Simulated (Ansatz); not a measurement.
**5 guesses for Si5S and where they end**

Method: DFT PBE, scalar-relativistic, plane waves, PAW in Ansatz 0.2.0. Settings: cutoff 420 eV, Γ-centred meshes spaced at most about 0.3 Å⁻¹, and about 0.25 Å⁻¹ or finer for metals (2π included), Gaussian smearing. No spin polarisation in the final relaxations.

Each guess was relaxed in cell and atoms at zero pressure, within the symmetry of its start. Temperature and zero-point effects are left out. Coordination counts Si atoms around S (those within 1.25 times the shortest such distance or 1.15 times the sum of covalent radii; a plus sign parts nearer from farther groups; the shortest distance is added where it is long for a bond).

| guess | made from | start group | V start (Å³/atom) | end group | V end (Å³/atom) | coordination at the end | gap on mesh (eV) | E over the lowest end (meV/atom) |
| --- | --- | --- | --- | --- | --- | --- | --- | --- |
| 1 | Mg5Cd type | P-6m2 | 20.8 | P-6m2 | 16.5 | S 6+2 from 2.7 Å | 0 | 40 |
| 2 | CeMg5 type | P-6m2 | 20.0 | P-6m2 | 15.1 | S 6 from 3.1 Å | 0 | 285 |
| 3 | random cell | P6/mmm | 18.1 | P6/mmm | 15.3 | S 2+6 | 0 | 0 |
| 4 | Hf5Sc type | P-62m | 19.2 | ? | ? | ? | ? | ? |
| 5 | LaCo5 type | P6/mmm | 17.9 | P6/mmm | 16.3 | S 6+12 from 2.8 Å | 0 | 264 |

Guess 4 as it starts:

```
CELL_PARAMETERS angstrom
5.27591 0.00000 0.00000
-2.63795 4.56907 0.00000
0.00000 0.00000 4.76651
ATOMIC_POSITIONS crystal
Si 0.66053 0.00000 0.00000
Si 0.00000 0.66053 0.00000
Si 0.33947 0.33947 0.00000
Si 0.33333 0.66667 0.50000
Si 0.66667 0.33333 0.50000
S 0.00000 0.00000 0.50000
```

Question: Predict the end of this guess and its energy over the lowest end.

Answer: It ends in Si and S ordered on hcp sites, space group P-62m (No. 189), with a = 4.764 Å, c = 4.574 Å, 15.0 Å³/atom and no gap. It lies 220 meV/atom over the lowest end, above guess 1 and below guess 5. Counting Si atoms around S, this end has S 12 from 2.8 Å and the lowest (guess 3) has S 2+6. The lowest (guess 3) holds Si–Si chains (shortest 2.45 Å); in this end the shortest Si–Si distance is 2.66 Å, near bonding range too.

Space group P-62m (No. 189). a = 4.764 Å, b = 4.764 Å, c = 4.574 Å, α = 90.00°, β = 90.00°, γ = 120.00°
| atom | site | symmetry | x | y | z |
| --- | --- | --- | --- | --- | --- |
| Si | 3f | m2m | 0.6448 | 0.0000 | 0.0000 |
| Si | 2d | -6.. | 0.3333 | 0.6667 | 0.5000 |
| S | 1b | -62m | 0.0000 | 0.0000 | 0.5000 |

The zero of energy is the elements' standard structures at the same level; no fitted shifts are applied.

Question: Is the lowest end bound against the elements?

Answer: No: its formation energy is +0.32 eV/atom. The separate elements lie lower, so it is unstable against them.

No dispersion correction is applied, so the spacing and binding between layers, chains or molecules are poorly described (P-6m2 at 15.1 Å³/atom), and this can change margins and order among such cells. The reference form of S is held partly by dispersion forces, which this level lacks. Cells relaxed within their symmetry can be saddle points; a later kick test found a lower structure for Si5S P-62m. A lower structure may well exist outside this small set. Some structure types and database cells were kept out of the candidates from the start, so a known form may be missing.
